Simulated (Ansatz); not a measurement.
The computed numbers are results of PBEsol, scalar-relativistic (collinear spin) in the plane-wave PAW code Ansatz at 420 eV, 10×10×6 k-mesh, Gaussian smearing of 0.05 eV; PAW files: Ansatz's generated set soft_2.

A compound XS has these computed properties.

```
Space group                                           : P6_3mc (No. 186)
Conventional cell                                     : a = 3.919 Å, b = 3.919 Å, c = 5.358 Å, α = 90.00°, β = 90.00°, γ = 120.00°
Volume                                                : 17.82 Å³/atom
Band gap                                              : zero (metallic)
Density of states at the Fermi level                  : 1.1 states/(eV·atom)
Magnetic state                                        : non-magnetic (the starting moments died out)
Site spin moments                                     : none
Formation energy from the elements (0 K, uncorrected) : 0.03 eV/atom (unstable against the elements)
```

Sites: X on 2b, S on 2b.

Which element is X?
A. Zr
B. Mo
C. Nb
D. Tc

B. X is Mo, so the compound is MoS.

The cell came from substitution into a structure type; whether the compound takes it is for experiment to say.

The starting moments died out; a magnetic state reached from other starts isn't excluded.
